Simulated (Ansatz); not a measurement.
CaO:
```
CELL_PARAMETERS angstrom
      0.00000     2.39766     2.39766
      2.39766     0.00000     2.39766
      2.39766     2.39766     0.00000
ATOMIC_POSITIONS crystal
  Ca 0.00000 0.00000 0.00000
  O  0.50000 0.50000 0.50000
```

Relaxed with r²SCAN.

Question: Give the Bader charges and basin volumes of the independent atoms, r²SCAN in the plane-wave PAW code Ansatz.

Answer: 

```csv
atom,Bader charge (e),Bader volume (Å³)
Ca1,+1.52,11.6
O2,-1.52,15.9
```

Space group Fm-3m (rock salt). The r²SCAN relaxation kept the symmetry of its start. The volume moved by -55 % from the start of the relaxation.

Potentials: the earlier of the program's two PAW sets. The files were generated under PBE; for other functionals the program regenerates the frozen cores, and for LDA and PBEsol the local potential too.
